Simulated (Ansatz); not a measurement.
TePb:
```xyz
4
Lattice="5.5389 0.0000 0.0000 -2.7694 4.7968 0.0000 0.0000 0.0000 6.6084" Properties=species:S:1:pos:R:3 pbc="T T T"
Pb     2.7694     1.5989     0.4127
Pb     0.0000     3.1979     3.7169
Te     2.7694     1.5989     3.7189
Te     0.0000     3.1979     0.4147
```

Relaxed with PBE. Special points in fractions of this cell's reciprocal vectors: Γ (0.000, 0.000, 0.000); M (0.500, 0.000, 0.000); K (0.333, 0.333, 0.000); A (0.000, 0.000, 0.500); L (0.500, 0.000, 0.500); H (0.333, 0.333, 0.500).

**Question.** List the band energies nearest the valence-band maximum at these points for the program Ansatz at the PBE level (PAW).

**Answer.** In eV from the valence-band maximum; about four levels below and three above (degenerate sets whole), none deeper than 8.9 eV; points with the same levels are listed once.

```
k                                below                above
-  -----------------------------------  -------------------
Γ        -2.55 -2.55 -1.32 -1.29 -1.29  1.37 1.37 2.89 2.89
M              -2.36 -1.86 -1.69 -0.38       2.32 3.41 3.42
K        -2.77 -2.77 -2.05 -0.36 -0.36       2.25 2.25 3.81
A  -1.97 -1.97 -1.97 -1.97 -1.11 -1.11  1.85 1.85 1.85 1.85
L              -1.32 -1.32 -0.56 -0.56  1.30 1.30 2.69 2.69
H                -0.73 -0.73 0.00 0.00  1.16 1.16 1.79 1.79
```

Space group P6_3/mmc. The cell is a constructed one: a structure type filled with these elements; neither database checked (COD, Materials Project) lists it. It is not the phase usual at ambient conditions (space group No. 225). Symmetry was held in the PBE relaxation; its stability against distortions is not shown here. Point labels and valley counts follow the cell and symmetry of the run, lower than the named group. Scalar-relativistic: spin–orbit coupling is off unless named, which matters more the heavier the elements.

Potentials: the later of the program's two PAW sets.
